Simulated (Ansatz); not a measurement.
SiMo₃: Field gradients at the nuclei

The cell is a COD entry, ions relaxed with PBE at fixed cell.

```cif
data_SiMo3
_symmetry_space_group_name_H-M 'Pm-3n'
_symmetry_Int_Tables_number 223
_cell_length_a 4.8930
_cell_length_b 4.8930
_cell_length_c 4.8930
_cell_angle_alpha 90.000
_cell_angle_beta 90.000
_cell_angle_gamma 90.000
loop_
_atom_site_label
_atom_site_type_symbol
_atom_site_symmetry_multiplicity
_atom_site_Wyckoff_symbol
_atom_site_fract_x
_atom_site_fract_y
_atom_site_fract_z
Si Si 2 a 0.0000 0.0000 0.0000
Mo Mo 6 c 0.2500 0.0000 0.5000
```

One atom of each set is listed.

Level of theory: DFT, PBE, plane waves and PAW, with spin–orbit coupling, 420 eV cutoff, Γ-centred 10×10×10 k-points, Fermi–Dirac smearing 0.05 eV (Ansatz 0.2.0).

Conventions: |V_zz| ≥ |V_yy| ≥ |V_xx|, η = (V_xx − V_yy)/V_zz, C_Q = eQV_zz/h. ν_Q = 3|C_Q|/[2I(2I − 1)].

⁹⁵Mo: I = 5/2, Q = -22.00 mb. Quadrupole moments are those of Pyykkö's year-2017 table.

```csv
site,atoms,first shell,C_Q (MHz),η,ν_Q (MHz)
Mo,6,"10 Mo at 2.45–3.00 Å, 4 Si at 2.74 Å",-2.02,0.00,0.303
```

An axis of threefold or higher order runs through Mo, so V_zz lies along it and η is zero.

Si has no stable isotope with a ground-state quadrupole moment in the table, so these sites are left out.

The run finds no gap above 0.1 eV (a metal, or nearly one), so the gradients can move by 10 % or more with the k-mesh.
